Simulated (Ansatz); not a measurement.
A plane-wave DFT run in Ansatz 0.2.0 (scalar-relativistic PAW potentials unless the input names others): input and command.

```yaml
crystal:
  lattice:
    - [0.0, -2.03, -2.03]
    - [0.0, 2.03, -2.03]
    - [4.06, 0.0, 0.0]
  atoms:
    - { symbol: W, position: [0.5261246348, 0.5, 0.5] }
    - { symbol: W, position: [-0.0261246348, 0.0, 0.0] }
basis:
  ecutwfc: 420
  ecutrho_ratio: 8
kpoints:
  mp_grid: { grid: [16, 16, 12] }
hamiltonian:
  xc: pbesol
scf:
  occupations: { method: gaussian, width: 0.15 }
output:
  forces: true
  eigenvalues: true
  stress: true
```

```bash
ansatz run input.yaml --threads 2 --pin off --max-ram 5120MiB --backend cpu --events-out ev --progress --plain --runs-dir out
```

Abridged log:
```
Basis set: ecut = 420 eV, 673 PW (Γ), exchange–correlation on 60×60×80 points (8 copies of the dense FFT grid, shifted against one another)
Bands: 18, of which v1, the nominal top of the filled ones, is band 14 counted from 1 (13 counted from 0)
Symmetry: 8 space group operations
k-points: 567 of 3072
SCF iter   1: F=—  HF=-20512.062676 eV  |F-HF|=—  |Δ(HF+E_count)|=         —  Δρ=3.21e-3  dr2=1.95e-3  ethr=1.77e-3  ⟨swp⟩=4.9  Hψ=41765  notcnv=0
SCF iter   2: F=—  HF=-20512.063235 eV  |F-HF|=—  |Δ(HF+E_count)|=   5.59e-4  Δρ=1.96e-3  dr2=8.17e-4  ethr=6.95e-6  ⟨swp⟩=1.9  Hψ=17983  notcnv=0
SCF iter   3: F=—  HF=-20512.063135 eV  |F-HF|=—  |Δ(HF+E_count)|=   1.00e-4  Δρ=3.00e-4  dr2=2.60e-5  ethr=2.92e-6  ⟨swp⟩=2.6  Hψ=16068  notcnv=0
SCF iter   4: F=—  HF=-20512.063126 eV  |F-HF|=—  |Δ(HF+E_count)|=   9.66e-6  Δρ=8.73e-5  dr2=1.21e-6  ethr=9.30e-8  ⟨swp⟩=2.5  Hψ=17521  notcnv=0
SCF iter   5: F=-20512.063125 eV  HF=-20512.063125 eV  |F-HF|=7.27e-9  |Δ(HF+E_count)|=   4.27e-7  Δρ=8.43e-6  dr2=1.35e-8  ethr=4.33e-9  ⟨swp⟩=2.0  Hψ=18046  notcnv=0
SCF iter   6: F=-20512.063125 eV  HF=-20512.063125 eV  |F-HF|=1.89e-9  |Δ(HF+E_count)|=   2.32e-9  Δρ=3.06e-6  dr2=2.69e-9  ethr=4.81e-11  ⟨swp⟩=2.1  Hψ=36246  notcnv=0
SCF 1 converged in 6 iterations: F = -20512.063125 eV  dr2 = 2.69e-9
SCF converged after 6 iterations
Free energy (F): -20512.063125 eV
Harris-Foulkes:  -20512.063125 eV  (|F-HF|=1.89e-9)
Internal energy: -20512.035337 eV  (E = F + TS)
E sigma→0 (E₀):  -20512.049231 eV
Entropy (-TS):   -0.027788 eV (-13.894 meV/atom)
Fermi energy:    20.654750 eV
--- Forces (eV/Å), atoms counted from 1 ---
  atom   1  W      0.00000000     0.26012667     0.26012667
  atom   2  W      0.00000000    -0.26012667    -0.26012667
--- Stress (GPa, compression-positive) ---
      -10.611121       0.000000       0.000000
        0.000000     -11.990437      -2.561028
        0.000000      -2.561028     -11.990437
  P = ⅓ Tr σ = -11.5307 GPa (-115.307 kbar)
```

Apart from outputs and empty bands, the input differs from a reference run on usual settings in basis.ecutrho_ratio: not typed → 8. The reference, at the same geometry (not necessarily relaxed), gave pressure -11.53 GPa, largest force 0.368 eV/Å, no gap on the mesh. This run converged in 6 SCF iterations (reference: 6) with an energy at zero smearing within 0.01 meV/atom of the reference's, pressure -11.53 GPa, largest force 0.368 eV/Å, no gap on the mesh.

Time: 6.9 s on 2 threads of Arm Neoverse V2 (shared host), peak memory 0.54 GiB.